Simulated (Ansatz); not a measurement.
AgCl:
Space group Fm-3m (No. 225); a = b = c = 5.3541 Å, α = β = γ = 90.00°

```csv
atom,site,symmetry,x,y,z
Ag,4b,m-3m,0.5000,0.5000,0.5000
Cl,4a,m-3m,0.0000,0.0000,0.0000
```
(The calculation used a cell of 2 atoms; values per cell refer to that cell.)

Relaxed with LDA.

**Question.** Which orbitals make up the states near the band edges in LDA (plane waves, PAW; program Ansatz)?

**Answer.** Top 1 eV of the valence band: Ag 4d 52 %, Cl 3p 45 %. Bottom 1 eV of the conduction band: Ag 5s 66 %, Cl 3s 22 %, Cl 3p 11 %. Projections are on Löwdin-orthogonalised atomic valence shells; empty p or d shells of many metals are not among them.

**Question.** Tabulate the density of states.

**Answer.** States/eV per cell of 2 atoms, in 0.25 eV bins, energy from the valence-band maximum.

```csv
E (eV),total,Ag 4d,Cl 3p,Ag 5s
-6.45,0.00,0.00,0.00,0.00
-6.20,0.23,0.03,0.14,0.05
-5.95,0.85,0.13,0.55,0.16
-5.70,2.05,0.36,1.34,0.32
-5.45,2.50,0.46,1.72,0.30
-5.20,1.63,0.25,1.24,0.11
-4.95,3.97,1.49,2.40,0.04
-4.70,5.21,2.05,3.07,0.04
-4.45,3.02,1.15,1.81,0.02
-4.20,2.12,0.80,1.28,0.01
-3.95,1.51,0.56,0.93,0.01
-3.70,0.66,0.27,0.38,0.00
-3.45,0.23,0.13,0.09,0.00
-3.20,0.61,0.51,0.08,0.00
-2.95,2.70,2.52,0.15,0.01
-2.70,6.44,6.20,0.18,0.01
-2.45,7.18,6.85,0.26,0.03
-2.20,8.49,7.09,1.14,0.19
-1.95,2.81,2.01,0.67,0.06
-1.70,1.99,1.31,0.58,0.05
-1.45,1.98,1.21,0.64,0.07
-1.20,1.77,1.02,0.65,0.05
-0.95,1.63,0.90,0.66,0.03
-0.70,1.54,0.81,0.67,0.02
-0.45,1.48,0.76,0.69,0.01
-0.20,1.36,0.68,0.66,0.00
0.05,0.06,0.03,0.03,0.00
0.30,0.00,0.00,0.00,0.00
0.55,0.00,0.00,0.00,0.00
0.80,0.01,0.00,0.00,0.01
1.05,0.02,0.00,0.00,0.02
1.30,0.03,0.00,0.00,0.02
1.55,0.05,0.00,0.01,0.03
1.80,0.06,0.00,0.01,0.04
2.05,0.13,0.00,0.02,0.10
2.30,0.22,0.00,0.03,0.17
2.55,0.30,0.00,0.04,0.22
2.80,0.38,0.00,0.05,0.27
3.05,0.48,0.01,0.08,0.33
3.30,0.64,0.01,0.11,0.42
3.55,0.84,0.01,0.15,0.54
3.80,1.05,0.01,0.17,0.59
4.05,1.15,0.02,0.18,0.63
4.30,1.10,0.01,0.16,0.55
4.55,0.89,0.01,0.12,0.40
4.80,0.55,0.00,0.06,0.20
5.05,0.09,0.00,0.01,0.03
5.30,0.14,0.00,0.02,0.06
```

Symmetry was held in the LDA relaxation; phonons on a q-mesh show no instability. No spin polarisation was allowed. Scalar-relativistic: spin–orbit coupling is off unless named, which matters more the heavier the elements.

Potentials: the later of the program's two PAW sets.
